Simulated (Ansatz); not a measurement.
Data:

C2NiS2:
```
CELL_PARAMETERS angstrom
      8.50763     0.00000     0.00000
     -4.25382     7.36782     0.00000
      0.00000     0.00000     3.46460
ATOMIC_POSITIONS crystal
  C  0.18979 0.09489 0.00000
  C  0.90511 0.09489 0.00000
  C  0.90511 0.81021 0.00000
  C  0.81021 0.90511 0.00000
  C  0.09489 0.90511 0.00000
  C  0.09489 0.18979 0.00000
  S  0.42187 0.21093 0.00000
  S  0.78907 0.21093 0.00000
  S  0.78907 0.57813 0.00000
  S  0.57813 0.78907 0.00000
  S  0.21093 0.78907 0.00000
  S  0.21093 0.42187 0.00000
  Ni 0.50000 0.00000 0.00000
  Ni 0.00000 0.50000 0.00000
  Ni 0.50000 0.50000 0.00000
```

This is the r²SCAN+D4-relaxed structure.

**Question.** All from DFT-r²SCAN+D4 in the program Ansatz with PAW potentials, unless another level is named. Estimate the electronic character.

**Answer.** metallic (no gap).

**Question.** What about the formation energy from the elements (no fitted shifts)?

**Answer.** 1 meV/atom.

**Question.** And the density of states at the Fermi level?

**Answer.** 0.60 states/eV per atom (mean over ±0.08 eV).

Space group P6/mmm. The cell is a constructed one: a structure type filled with these elements; neither database checked (COD, Materials Project) lists it. Its standing as an ambient phase is unchecked. The cell was relaxed with r²SCAN+D4 under the symmetry of its start; whether a distortion lowers the energy is not shown. The run is not spin-polarised. The references are the lowest solids computed at this level, not always the standard phases.

Potentials: the later of the program's two PAW sets.
